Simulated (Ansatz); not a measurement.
YC:
```
CELL_PARAMETERS angstrom
      0.00000     2.54250     2.54250
      2.54250     0.00000     2.54250
      2.54250     2.54250     0.00000
ATOMIC_POSITIONS crystal
  C  0.00000 0.00000 0.00000
  Y  0.50000 0.50000 0.50000
```

Relaxed with PBE. Special points in fractions of this cell's reciprocal vectors: Γ (0.000, 0.000, 0.000); X (0.500, 0.000, 0.500); U (0.625, 0.250, 0.625); K (0.375, 0.375, 0.750); L (0.500, 0.500, 0.500); W (0.500, 0.250, 0.750).

List the band energies nearest the Fermi level at these points for plane-wave PAW PBE (Ansatz code).

In eV from the Fermi level; about four levels below and three above (degenerate sets whole), none deeper than 8.9 eV; points with the same levels are listed once.

```json
[
 {"k": "Γ", "below": "–", "above": "1.55 1.55 1.55"},
 {"k": "X", "below": "-8.53 -0.73", "above": "0.67 0.89 0.89"},
 {"k": "U", "below": "-8.08 -1.24 -0.77 -0.09", "above": "3.07 6.74 6.88"},
 {"k": "L", "below": "-7.27 -3.16 -1.02 -1.02", "above": "6.43 6.43 6.44"},
 {"k": "W", "below": "-8.04 -0.98 -0.70 -0.70", "above": "4.63 4.63 7.66"}
]
```

Space group Fm-3m (rock salt). The start of the workflow was typed in or built on a structure type; the Crystallography Open Database copy checked does not list it. Its standing as an ambient phase is unchecked. Symmetry was held in the PBE relaxation; whether a distortion lowers the energy is not shown. No spin polarisation was allowed. Spin–orbit coupling is left out wherever it is not named.

Potentials: the earlier of the program's two PAW sets.
